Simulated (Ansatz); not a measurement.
**GaCo2Si2: relaxation (Ansatz)**

The input file (Ansatz 0.2.0, plane waves):

```yaml
crystal:
  lattice:
    - [0.0, 3.705172, 0.0]
    - [3.705172, 0.0, 0.0]
    - [1.852586, 1.852586, -4.787459]
  atoms:
    - { symbol: Si, position: [0.375, 0.375, 0.25] }
    - { symbol: Si, position: [0.625, 0.625, 0.75] }
    - { symbol: Ga, position: [0.0, 0.0, 0.0] }
    - { symbol: Co, position: [0.75, 0.25, 0.5] }
    - { symbol: Co, position: [0.25, 0.75, 0.5] }
  symmetry: { tolerance: 0.0003 }
kpoints:
  mp_grid: { grid: [5, 5, 5], shift: [0, 0, 0] }
magnetization:
  noncollinear: true
  spin_orbit: true
scf:
  occupations: { method: fermi_dirac }
  lower_state_search: "off"
hamiltonian:
  pseudopotentials: { kind: paw_fr }
  xc: pbe
basis:
  ecutwfc: 420
  fft_grid_basis: typed
relax:
  max_steps: 40
  f_tol: 0.03
output:
  forces: true
  stress: true
  eigenvalues: true
  bader: true
  populations: true
  elf: true
  write_potential: true
  volumetric_format: npy
  dos:
    e_range: [-12, 8]
    de: 0.05
    projected: { site_lists: { Co: [Co], Ga: [Ga], Si: [Si] } }
    method: { smearing: { sigma: 0.1, scheme: gaussian } }
  write_density: true
checkpoint:
  read: saved_state
```

Run with:

```bash
ansatz run input.yaml --threads 2 --pin off --max-ram 3584MiB --backend cpu --events-out ev --progress --plain --runs-dir out
```

Origin of the cell: a known structure type with other elements, at an estimated volume, so it need not be a known compound.

The smearing width isn't typed, so it takes its default of 0.1 eV.

The saved state is a converged single point of the same cell.

Steps:

| step | ΔF (meV/atom) | max force component (eV/Å) | SCF iterations | step was |
| --- | --- | --- | --- | --- |
| 1 | 0.0 | 1.064 | 8 | accepted |
| 2 | -7.5 | 0.495 | 6 | accepted |
| 3 | -9.4 | 0.036 | 6 | accepted |
| 4 | -9.4 | 0.001 | 5 | accepted |

The starting structure.

Space group I4/mmm (No. 139); the run's cell has a = 3.705 Å, b = 3.705 Å, c = 5.457 Å, α = 70.16°, β = 70.16°, γ = 90.00°. Shortest distances: Co–Si 2.21 Å, Si–Si 2.39 Å, Co–Co 2.62 Å, Ga–Si 2.88 Å, Co–Ga 3.03 Å.

The relaxed structure.

Space group I4/mmm (No. 139); the run's cell has a = 3.705 Å, b = 3.705 Å, c = 5.457 Å, α = 70.16°, β = 70.16°, γ = 90.00°. Shortest distances: Co–Si 2.23 Å, Si–Si 2.31 Å, Co–Co 2.62 Å, Ga–Si 2.86 Å, Co–Ga 3.03 Å.

```yaml
crystal:
  lattice:
    - [0.00000, 3.70517, 0.00000]
    - [3.70517, 0.00000, 0.00000]
    - [1.85259, 1.85259, -4.78746]
  atoms:
    - { symbol: Si, position: [0.37946, 0.37946, 0.24109] }
    - { symbol: Si, position: [0.62054, 0.62054, 0.75891] }
    - { symbol: Ga, position: [0.00000, 0.00000, 0.00000] }
    - { symbol: Co, position: [0.75000, 0.25000, 0.50000] }
    - { symbol: Co, position: [0.25000, 0.75000, 0.50000] }
```

```
Free energy lowered by  : 9.4 meV/atom
Final pressure          : 7.33 GPa
Relaxation steps listed : 4
```

Caveats: the SCF threshold is looser than advised for a stress; the k mesh is coarse if the cell is a metal; the relaxation held the start's symmetry, so the end may be a saddle point; the run holds no moments, so a magnetic state may lie lower.

It ran for 67 s on 2 threads of Arm Neoverse V1, with other jobs on the host, peak memory 0.66 GiB, from a saved density.
